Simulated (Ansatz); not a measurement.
W (hcp (Mg type), space group No. 194) at seven volumes, plane-wave PAW PBEsol (Ansatz code), shape and atoms relaxed at each. One row is withheld.

```csv
V (Å³/atom),P (GPa)
14.592,33.48
15.073,?
15.554,9.46
16.035,0.01
16.516,-8.10
16.997,-15.04
17.478,-20.97
```

Problem. Fit the shown pressures and predict the withheld one.

Solution. P = (3/2)B₀(x^(7/2) − x^(5/2))[1 + (3/4)(B′ − 4)(x − 1)] with x = (V₀/V)^(2/3). Least squares on the six rows gives V₀ = 16.035 Å³/atom, B₀ = 291 GPa, B′ = 4.18. At V = 15.073, x = 1.0421 and P = 20.49 GPa. The run itself gave 20.52 GPa.

Space group P6_3/mmc (hcp (Mg type)). The start of the workflow was typed in or built on a structure type; the Crystallography Open Database copy checked does not list it. It is not the phase usual at ambient conditions (space group No. 229). Symmetry was held in the PBEsol relaxation; of distortions, only those at the zone centre were tested. No spin polarisation was allowed. Spin–orbit coupling is left out wherever it is not named.

Potentials: the later of the program's two PAW sets.
